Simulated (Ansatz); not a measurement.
ZrB2:
```cif
data_B2Zr
_chemical_formula_sum 'Zr1 B2'
_space_group_name_H-M_alt 'P6/mmm'
_space_group_IT_number 191
_space_group_name_Hall '-P 6 2'
_cell_length_a 3.17101
_cell_length_b 3.17101
_cell_length_c 3.54260
_cell_angle_alpha 90.000
_cell_angle_beta 90.000
_cell_angle_gamma 120.000
loop_
_atom_site_label
_atom_site_type_symbol
_atom_site_symmetry_multiplicity
_atom_site_Wyckoff_symbol
_atom_site_fract_x
_atom_site_fract_y
_atom_site_fract_z
_atom_site_occupancy
Zr1 Zr 1 a 0.00000 0.00000 0.00000 1
B1 B 2 d 0.33333 0.66667 0.50000 1
```

Relaxed at zero pressure with PBE in the plane-wave PAW code Ansatz.

Question: The volume is lowered by 3 % and shape and atoms relax at that volume. What pressure results, and how do the axes share the change?

Answer: 7.7 GPa; a -0.9 %, b -0.9 %, c -1.1 %; the energy rises by 7 meV/atom.

Question: Give the new structure.

Answer: 
Space group P6/mmm (No. 191); a = b = 3.1410 Å, c = 3.5024 Å, α = β = 90.00°, γ = 120.00°

```
atom  site  symmetry       x       y       z
----  ----  --------  ------  ------  ------
Zr      1a     6/mmm  0.0000  0.0000  0.0000
B       2d      -6m2  0.3333  0.6667  0.5000
```

The phase is kept; no other phase was compared at this pressure.

The cell was relaxed with PBE under the symmetry of its start. No spin polarisation was allowed.

Potentials: the earlier of the program's two PAW sets.
